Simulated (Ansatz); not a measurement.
One relaxed cell of K$_{3}$NaSe$_{2}$O$_{8}$ at several levels

A database entry relaxed whole under r2SCAN at zero pressure (P-3m1, No. 164):

```
CELL_PARAMETERS angstrom
5.83854 0.00000 0.00000
-2.91927 5.05633 0.00000
0.00000 0.00000 7.47705
ATOMIC_POSITIONS crystal
K 0.33333 0.66667 0.83705
K 0.66667 0.33333 0.16295
K 0.00000 0.00000 0.50000
Na 0.00000 0.00000 0.00000
Se 0.33333 0.66667 0.27789
Se 0.66667 0.33333 0.72211
O 0.33333 0.66667 0.49539
O 0.66667 0.33333 0.50461
O 0.18103 0.36207 0.19799
O 0.63793 0.81897 0.19799
O 0.18103 0.81897 0.19799
O 0.36207 0.18103 0.80201
O 0.81897 0.63793 0.80201
O 0.81897 0.18103 0.80201
```

Its volume is 15.77 Å³ an atom, -3.2 % against the entry's 16.29, a cell as deposited in COD (1993).

Single points on this cell with plane-wave PAW DFT (Ansatz 0.2.0; r2SCAN 500 eV, hybrids 420 eV; fermi-dirac occupations of width 0.020 eV; no moments): r2SCAN on a 6×6×4 Γ-centred mesh; HSE06 on a 6×6×2 Γ-centred mesh; PBE0 on a 6×6×2 Γ-centred mesh.

**Question.** What does each level give for gap and charges?

**Answer.** The runs give:

```csv
level,"gap (eV), or kind",pressure (GPa),Bader charge of K (e),Bader charge of Na (e),Bader charge of Se (e),Bader charge of O (e)
r2SCAN,4.72,0.0,+0.88,+0.90,+2.96,-1.18
HSE06,5.97,-0.2,+0.88,+0.90,+3.02,-1.20
PBE0,6.73,-0.3,+0.88,+0.90,+3.02,-1.20
```

Under r2SCAN the gap is 4.72 eV, over mesh and band path. HSE06 moves it by +1.26 eV and PBE0 by +2.02 eV; PBE0 keeps its exact exchange at long range, which widens the gap over HSE06's by 0.76 eV on their common mesh. The charge on Se goes from +2.96 to +3.02 e under HSE06.

Caveats: the relaxation kept the start's symmetry; HSE06 is read on its mesh and at the zone's corners, PBE0 on its mesh alone; hybrid pressures are good to a few tenths of a GPa; no spin-orbit coupling, which narrows gaps of heavier elements; pressure is positive in compression.
